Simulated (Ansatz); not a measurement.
A trial structure of NaSe₃ was built thus: perovskite family, tilts a-a-a- (R-3c, No. 167) (A site vacant; B site Na; X site Se). The dimensions are guesses.

```
Na Se
1.0
     4.06822    2.34879    6.64338
    -4.06822    2.34879    6.64338
     0.00000   -4.69758    6.64338
Na Se
2 6
Direct
  0.50000 0.50000 0.50000
  0.00000 0.00000 0.00000
  0.82083 0.25000 0.67917
  0.67917 0.82083 0.25000
  0.25000 0.67917 0.82083
  0.17917 0.75000 0.32083
  0.32083 0.17917 0.75000
  0.75000 0.32083 0.17917
```

Level of theory: DFT PBE, scalar-relativistic, plane waves, PAW in Ansatz 0.2.0. Cutoff 420 eV, Gaussian smearing, Γ-centred meshes. Cell and atoms relax on a converged mesh. In metals the finer mesh still leaves noise of several meV/atom or more. The steps can't lower the symmetry of their start. No spin polarisation.

A guess keeps its type if space group and coordination stay and the shape of the cell changes little (axis ratios within about 15 %, angles within 6°); the volume may change.

Question: Does this structure survive the relaxation?

Answer: It doesn't keep its type. The symmetry goes from R-3c (No. 167) to R-3m (No. 166), and the primitive cell from 8 to 4 atoms. The volume per atom shrinks by 48.3 %, from 47.6 to 24.6 Å³. The shortest distance goes from 2.93 Å (Na–Se) to 2.70 Å (Na–Se). Counting neighbours within 15 % of an atom's shortest distance, the start has Na 6, Se 2 and the end Na 6, Se 6. In detail, at the end around Na lie 6 Se at 2.70 Å; Se has 2 Na at 2.70 Å and 4 Se at 2.96 Å.

```
CELL_PARAMETERS angstrom
4.52191 2.61073 1.38956
-4.52191 2.61073 1.38956
0.00000 -5.22145 1.38956
ATOMIC_POSITIONS crystal
Na 0.00000 0.00000 0.00000
Se 0.00000 0.00000 0.50000
Se 0.50000 0.00000 0.00000
Se 0.00000 0.50000 0.00000
```

The last run used a 6×6×6 mesh for its 8-atom cell and Gaussian smearing of 0.10 eV. The end has R-3c (No. 167) at a tolerance of 0.01 Å; the cell shown is made exact in the group found at 0.05 Å. An odd number of electrons in the primitive cell allows no gap without spin; a larger cell or a magnetic state could open one. Symmetry constrained the relaxation, so the result can be a saddle point.
